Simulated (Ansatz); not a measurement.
**Notes on Sr₂Tl₃Rh₂S₂**

```yaml
crystal:
  lattice:
    - [0.00000, 4.39836, 0.00000]
    - [4.39836, 0.00000, 0.00000]
    - [2.19918, 2.19918, -10.22030]
  atoms:
    - { symbol: Sr, position: [0.59210, 0.59210, 0.81580] }
    - { symbol: Sr, position: [0.40790, 0.40790, 0.18420] }
    - { symbol: Tl, position: [0.00000, 0.00000, 0.00000] }
    - { symbol: S, position: [0.17100, 0.17100, 0.65800] }
    - { symbol: S, position: [0.82900, 0.82900, 0.34200] }
    - { symbol: Tl, position: [0.25000, 0.75000, 0.50000] }
    - { symbol: Tl, position: [0.75000, 0.25000, 0.50000] }
    - { symbol: Rh, position: [0.00000, 0.50000, 0.00000] }
    - { symbol: Rh, position: [0.50000, 0.00000, 0.00000] }
```

The numbers come from plane-wave PAW DFT (Ansatz): LDA, collinear spin, 420 eV, 5×5×5 Γ-centred k points, fermi-dirac occupations (width 0.1 eV). Nothing was relaxed.

The state carries no moments; the state need not be the lowest.

Contacts: Tl–Rh at 2.20 Å: least valence density 0.94 e/Å³ and ELF 0.26 there. S–Tl at 2.73 Å: least valence density 0.33 e/Å³ and ELF 0.25 there. Sr–Rh at 2.89 Å: least valence density 0.22 e/Å³ and ELF 0.13 there. Both are smooth PAW fields, read partly inside the augmentation spheres.
Charges: Bader charges in e: Sr +1.28, Tl +0.19 to +0.33, Rh -0.80, S -0.90. In the mean Sr gives up most and S takes most.
Formation energy: 0.39 eV an atom against the elements' usual phases (free molecules for gases, crystals otherwise, with no correction for O₂ or N₂), so at this geometry it isn't bound against them. Relaxing would lower it.
Electronic structure: It is a metal, with about 4.1 states/eV a cell as the mean within 0.25 eV of the Fermi level, mostly S p (33 %), Rh d (21 %) and Tl s (15 %).

Origin: a known structure type with other elements, at an estimated volume, so it need not be a known compound. Caveats: atoms or cell far from equilibrium.
